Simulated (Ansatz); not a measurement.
Energy against total moment in MnHg

The cell (2 atoms) is MnHg as a measured crystal structure (space group P4/mmm). Source: COD entry 1522568; the sample's temperature and pressure aren't taken into account, and it need not be the stable phase.

```
CELL_PARAMETERS angstrom
3.28800 0.00000 0.00000
0.00000 3.28800 0.00000
0.00000 0.00000 3.31300
ATOMIC_POSITIONS crystal
Hg 0.00000 0.00000 0.00000
Mn 0.50000 0.50000 0.50000
```

Numbers behind element symbols give the atom's place in this list.

These are results of DFT, PBE, PAW, plane waves, scalar-relativistic (Ansatz), not measurements.

```json
{
  "Plane-wave cutoff": "420 eV",
  "k-point mesh": "9×9×9 (Γ-centred)",
  "Occupations": "Fermi–Dirac smearing, 0.1 eV",
  "Valence electrons": "35"
}
```

Moments by site are taken inside atomic spheres; the rest lies between them.

The total moment of the cell is held fixed (separate Fermi levels for the two spins), shared at the start among the Mn atoms with one sign; no search for lower states follows. Energies are free energies per cell above the lowest run, the runs with a free moment included. Each row is one local solution, which need not be the lowest state at that M. The run at M = 0 starts without moments and gives the spin-unpolarised solution. The cell holds one magnetic atom, so only parallel order fits; orders in a larger cell may lie lower. The program warns that the SCF threshold is loose for stress, so pressures can be off by 0.1 GPa or more.

The run at M = 3.04 μB took 37 s on 2 threads of Intel(R) Xeon(R) Platinum 8488C, on a shared host, peak memory 0.4 GiB.

| fixed M (μB/cell) | F − F(lowest) (meV/cell) | moments of Hg1 Mn2 (μB) | pressure (GPa) |
| --- | --- | --- | --- |
| 0.00 | 1329 | 0.00 0.00 | -13.4 |
| 0.76 | 1219 | -0.04 0.86 | -12.3 |
| 1.52 | 929 | -0.06 1.69 | -10.3 |
| 2.28 | 548 | -0.08 2.49 | -7.8 |
| 3.04 | 184 | -0.09 3.22 | -3.9 |
| 3.81 | 0 | -0.03 3.79 | 1.4 |
| 4.57 | 230 | 0.10 4.21 | 7.7 |
| 5.33 | 1073 | 0.26 4.54 | 16.1 |
| 6.09 | 2452 | 0.44 4.82 | 26.7 |

The lowest fixed-moment run is the one at M = 3.81 μB (0 meV). With the constraint released: “usual moment, free total moment [Mn2 4.50 μB]” ends at 3.81 μB, 0 meV; “usual moment scaled by 0.1, free total moment [Mn2 0.45 μB]” ends at 3.81 μB, 0 meV. The run at M = 0.76 μB reads as a possible saddle point, so a lower state may exist there.
